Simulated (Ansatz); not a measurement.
The relaxed structure here is a generated cell of Bi2Se3: the first start was made by placing the elements on the sites of a structure type, and the end was not matched to a known phase here, so it may be hypothetical. Known forms of Bi2Se3 include space group No. 166.

One stationary structure of Bi2Se3. Space group R3 (No. 146). The numbers are results of PBE (plane waves to 420 eV, PAW, scalar-relativistic; Ansatz, a quantum-chemistry and plane-wave program), not measurements.

```xyz
5
Lattice="3.7035 2.1382 3.8983 -3.7035 2.1382 3.8983 0.0000 -4.2765 3.8983" Properties=species:S:1:pos:R:3 pbc="T T T"
Se    -2.1741    -0.3420     5.6645
Se     0.7909     2.0538     5.6645
Se     1.3833    -1.7118     5.6645
Bi     0.0000     0.0000     8.0873
Bi     0.0000     0.0000     4.0472
```

| Quantity | Value |
|---|---|
| Volume per atom | 37.05 Å³ |
| Band gap | 1.51 eV, direct (no spin-orbit coupling) |
| Shortest distances | Bi–Se 2.73 Å |
| k-mesh | 6×6×6 |

Band energies at high-symmetry points (eV from the VBM; labels of this space group; no spin-orbit coupling), from −5 eV up to 4.8 eV:

| point | energies |
|---|---|
| Γ | -3.77 -3.45 -3.45 -2.42 -2.42 -1.91 -0.68 -0.68 -0.14 2.11 2.11 3.06 3.78 3.78 |
| T | -3.21 -3.21 -2.10 -1.63 -1.63 -1.18 -0.31 -0.31 0.00 1.65 2.26 2.26 3.10 3.22 3.22 |
| H2 | -3.31 -3.02 -2.34 -1.94 -1.70 -1.06 -0.55 -0.38 -0.15 1.63 2.39 2.78 2.89 3.28 3.60 |
| H0 | -3.31 -3.02 -2.34 -1.94 -1.70 -1.06 -0.55 -0.38 -0.15 1.63 2.39 2.78 2.89 3.28 3.60 |
| L | -4.05 -3.31 -2.67 -2.46 -1.78 -1.62 -0.80 -0.53 -0.07 2.15 2.15 2.74 2.98 3.94 4.24 |
| S0 | -3.72 -3.16 -2.43 -2.13 -1.78 -1.10 -0.87 -0.45 -0.29 1.92 2.26 2.69 3.04 3.48 4.34 |
| S2 | -3.72 -3.16 -2.43 -2.13 -1.78 -1.10 -0.87 -0.45 -0.29 1.92 2.26 2.69 3.04 3.48 4.34 |
| F | -3.68 -3.15 -2.46 -2.11 -1.76 -0.98 -0.92 -0.41 -0.27 1.86 2.22 2.74 3.16 3.28 4.33 |

No spin polarisation in the result. Spin-orbit coupling is missing; with elements this heavy it can move band edges by tenths of an eV or more.

It was reached from a disturbed copy of a R32 (No. 155) cell, against which it lies -27 meV/atom.
